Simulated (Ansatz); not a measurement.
Ru (hcp, Mg type)

```xyz
2
Lattice="2.7222 0.0000 0.0000 -1.3611 2.3575 0.0000 0.0000 0.0000 4.2908" Properties=species:S:1:pos:R:3 pbc="T T T"
Ru     0.0000     1.5716     3.2181
Ru     1.3611     0.7858     1.0727
```

Method: PBE (plane waves to 420 eV, PAW, scalar-relativistic; Ansatz, an electronic-structure program). Harmonic phonons by density-functional perturbation theory on a 20×20×12 k mesh, in cm⁻¹ and rounded to 5; i marks imaginary ones, q is in fractions of the reciprocal vectors of the cell shown, and the three acoustic modes at Γ are left out. Ru is run without spin polarisation. Ru was relaxed with its symmetry unable to fall.

### Question
Does any mode at Γ, M = (0.5, 0.0, 0.0), A = (0.0, 0.0, 0.5), L = (0.5, 0.0, 0.5) come out imaginary?

### Answer
No imaginary mode at these points (lowest 135 cm⁻¹ at A = (0.0, 0.0, 0.5)); other wave vectors were not tested.

### Question
List the wavenumbers at Γ, M = (0.5, 0.0, 0.0), A = (0.0, 0.0, 0.5), L = (0.5, 0.0, 0.5), with degeneracies.

### Answer
```json
[
 {"q": "Γ", "wavenumbers (cm⁻¹)": "195 (×2), 250"},
 {"q": "M = (0.5, 0.0, 0.0)", "wavenumbers (cm⁻¹)": "135, 170, 175, 205, 205, 210"},
 {"q": "A = (0.0, 0.0, 0.5)", "wavenumbers (cm⁻¹)": "135 (×4), 210 (×2)"},
 {"q": "L = (0.5, 0.0, 0.5)", "wavenumbers (cm⁻¹)": "155 (×2), 175 (×2), 245 (×2)"}
]
```
